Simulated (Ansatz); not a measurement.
Values for one crystal, relaxed and computed with plane-wave PAW r²SCAN+D4 (Ansatz code); other levels are named.

```yaml
volume_per_atom: 10.84 Å³
band_gap: 0.36 eV (indirect)
smallest_direct_gap_on_the_standard_path: 1.04 eV
Hole effective mass with spin–orbit coupling: 0.36, 1.9, 2.4 mₑ (principal values)
valence_band_maximum: off the standard path, at k = (0.237, 0.404, 0.404) in fractions of the reciprocal vectors
hole_effective_mass: 0.36, 1.9, 2.4 mₑ (principal values)
Formation energy from the elements (no fitted shifts): -0.28 eV/atom
```

Pick the material that matches.
A) CdSiN2, R-3m (Cd on 3b, Si on 3a, N on 6c)
B) MnBr2, R-3m (Mn on 3a, Br on 6c)
C) SiH8N2F6, Fm-3m (Si on 4a, H on 32f, N on 8c, F on 24e)
D) GaN, P6_422 (Ga on 3d, N on 3c)

A, CdSiN2, R-3m (Cd on 3b, Si on 3a, N on 6c)

The start of the workflow was typed in or built on a structure type; neither database checked (COD, Materials Project) lists it. Its standing as an ambient phase is unchecked. Symmetry was held in the r²SCAN+D4 relaxation; whether a distortion lowers the energy is not shown. The volume moved by -44 % from the start of the relaxation. The references are the lowest solids computed at this level, not always the standard phases (solids in place of the gases). Spin–orbit coupling is left out wherever it is not named.

Potentials: the later of the program's two PAW sets.
